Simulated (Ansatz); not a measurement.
## Conduction electrons in Mo (Im-3m)

```
CELL_PARAMETERS angstrom
-1.55657 1.55657 1.55657
1.55657 -1.55657 1.55657
1.55657 1.55657 -1.55657
ATOMIC_POSITIONS crystal
Mo 0.00000 0.00000 0.00000
```

Unless marked otherwise, the numbers come from LDA, all-electron LAPW in Ansatz 0.2.0, with spin-orbit coupling. k mesh 14×14×14, fine mesh 18×18×18, Fermi-Dirac smearing of 0.100 eV, basis error target 1 meV/atom. The cell was relaxed by PAW under this functional.

Levels and slopes are solved on a 18×18×18 mesh, and each state is taken as quadratic over its cell.

(1) What is the density of states at the Fermi level, and which bare Sommerfeld coefficient follows?

(2) What Drude plasma energy and σ/τ do the band velocities give?

(3) Which bands cross the Fermi level, and what do they carry?

(4) Map the plane k₃ = 0 of the mesh: how many bands lie under the Fermi level at each point, counted from the least on the plane?

(5) What does PAW give for the same cell?

(6) And without spin-orbit coupling?

Answers

(1) N(E_F) = 0.588 states/eV/atom (both spins), so γ = (π²/3) k_B² N(E_F) = 1.39 mJ/(mol-atom K²) without electron-phonon or spin-fluctuation enhancement.

(2) (ħω_p,α)² = (e²/ε₀VN_k) Σ_nkσ (∂E/∂k_α)² δ(E − E_F) gives ħω_p = (9.21, 9.21, 9.21) eV along x, y, z, and σ/τ = ε₀ω_p² = 17.4×10²⁰ Ω⁻¹m⁻¹s⁻¹ along x. Weighted by the density of states, the mean Fermi speed is 0.86×10⁶ m/s; the surface has an area of 27.4 Å⁻² for each spin direction.

(3) 

```csv
band,filled part,N (states/eV/cell),speed (10⁶ m/s),5th to 95th percentile,area (Å⁻²),filling
1,0.89,0.108,1.18,0.93 to 1.53,13.8,partly filled
2,0.89,0.108,1.18,0.93 to 1.53,13.8,partly filled
3,0.10,0.165,0.657,0.36 to 1.01,11.7,partly filled
4,0.10,0.165,0.657,0.36 to 1.01,11.7,partly filled
5,0.01,0.0219,0.801,0.65 to 1.02,1.9,nearly empty
6,0.01,0.0219,0.801,0.65 to 1.02,1.9,nearly empty
```

(4) k₁ runs to the right and k₂ upwards, each from −½ to ½ with 0 in the middle (the axes needn't be at right angles):
```
000222220000222220
000222222000222222
222222222222222222
222222222222222222
222222222222222222
222222444422222222
022222444442222200
002222444444222200
000222444444422200
000222244444422220
000222224444422222
222222222444422222
222222222222222222
222222222222222222
222222222222222222
022222200022222200
002222200002222200
000222200000222200
```

(5) N(E_F) = 0.589 states/eV/atom and ħω_p,x = 9.21 eV.

(6) N(E_F) = 0.586 states/eV/atom and ħω_p,x = 9.22 eV, on a 24×24×24 mesh.

Caveats: these sums move with the mesh, by several per cent and more for small sheets; the frozen-core PAW files of the compared runs were fitted under PBE, their cores solved anew for this functional.
